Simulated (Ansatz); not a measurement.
Sc2GeB2 in space group P-6m2 (No. 187; Sc on 2h, Ge on 1a, B on 1b, B on 1f), the program Ansatz at the PBE level (PAW), all energies at zero smearing, with the estimated change up to a 700 eV cutoff added, with one set of potentials and settings (totals compare only within such a set). Cell of 5 atoms (2 Sc, 1 Ge, 2 B): -8882.153 eV.

```csv
element,reference phase,E (eV/atom)
Sc,"P6_3/mmc, 2 atoms in the cell",-2135.8109
Ge,"Fd-3m, 2 atoms in the cell",-4294.9907
B,"R-3m, 12 atoms in the cell",-155.9170
```

Formation energy per atom, worked out: (-8882.153 − 2×(-2135.8109) − 1×(-4294.9907) − 2×(-155.9170))/5 = -0.741 eV/atom (-72 kJ per mol of atoms), at 0 K, without zero-point energy or fitted corrections.

The start of the workflow was typed in or built on a structure type; neither database checked (COD, Materials Project) lists it. Its standing as an ambient phase is unchecked. The PBE relaxation kept the symmetry of its start; whether a distortion lowers the energy is not shown. No spin polarisation was allowed. The references are the lowest solids computed at this level, not always the standard phases.

Potentials: the earlier of the program's two PAW sets.
